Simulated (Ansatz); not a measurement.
Sc2AlC in space group P6_3/mmc (No. 194; Sc on 4f, Al on 2d, C on 2a) under volume change, the program Ansatz at the PBEsol level (PAW), shape and atoms relaxed at each volume.

| V (Å³/atom) | E − E(relaxed) (meV/atom) | P (GPa) |
|---|---|---|
| 15.631 | 46.4 | 10.35 |
| 16.147 | 19.6 | 6.39 |
| 16.662 | 4.6 | 2.96 |
| 17.177 | 0.0 | 0.00 |
| 17.693 | 4.2 | -2.55 |
| 18.208 | 16.0 | -4.75 |
| 18.723 | 34.4 | -6.62 |

Question: What does a third-order Birch–Murnaghan fit give for V₀, B₀ and B′?

Answer: V₀ = 17.18 Å³/atom, B₀ = 91.2 GPa, B′ = 3.9.

The first step of the workflow began from a Materials Project structure, measured or hypothetical; the Crystallography Open Database copy checked does not list it. Whether it is the stable phase at ambient conditions was not checked. The cell was relaxed with PBEsol under the symmetry of its start; of distortions, only those at the zone centre were tested. No spin polarisation was allowed.

Potentials: the later of the program's two PAW sets.
